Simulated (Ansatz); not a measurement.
Values for one crystal, relaxed and computed with DFT-PBE in the program Ansatz with PAW potentials; other levels are named.

- Volume per atom: 31.89 Å³
- Electronic character: metallic (no gap)
- Density of states at the Fermi level: 0.73 states/eV per atom (mean over ±0.08 eV)
- Pressure derivative B′: 4.6
- Gap with spin–orbit coupling: none (metallic)
- Bulk modulus (Birch–Murnaghan fit): 50.9 GPa

Problem. Which of these materials gives this?
A) Cu, fcc (Cu type)
B) Ir, fcc (Cu type)
C) Bi, fcc (Cu type)
D) Pt, fcc (Cu type)

Solution. C, Bi, fcc (Cu type)

Space group Fm-3m (fcc (Cu type)). The start of the workflow was typed in or built on a structure type; neither database checked (COD, Materials Project) lists it. It is not the phase usual at ambient conditions (space group No. 166). The PBE relaxation kept the symmetry of its start; whether a distortion lowers the energy is not shown. Spin–orbit coupling is left out wherever it is not named.

Potentials: the earlier of the program's two PAW sets.
